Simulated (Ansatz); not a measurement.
LaAl2Si2 in space group P-3m1 (No. 164; La on 1a, Al on 2d, Si on 2d), DFT-r²SCAN in the program Ansatz with PAW potentials, all energies at zero smearing, with the estimated change up to a 700 eV cutoff added, with one set of potentials and settings (totals compare only within such a set). Cell of 5 atoms (1 La, 2 Al, 2 Si): -8626.135 eV.

```
element                reference phase  E (eV/atom)
-------  -----------------------------  -----------
La       P6_3/mmc, 4 atoms in the cell   -6264.8722
Al          Fm-3m, 1 atoms in the cell    -540.4106
Si          Fd-3m, 2 atoms in the cell    -639.0665
```

Formation energy per atom, worked out: (-8626.135 − 1×(-6264.8722) − 2×(-540.4106) − 2×(-639.0665))/5 = -0.462 eV/atom (-45 kJ per mol of atoms), at 0 K, without zero-point energy or fitted corrections.

The first step of the workflow began from a Materials Project structure, measured or hypothetical; the Crystallography Open Database copy checked does not list it. Its standing as an ambient phase is unchecked. The r²SCAN relaxation kept the symmetry of its start; its stability against distortions is not shown here. The references are the lowest solids computed at this level, not always the standard phases. Spin–orbit coupling is left out wherever it is not named.

Potentials: the earlier of the program's two PAW sets.
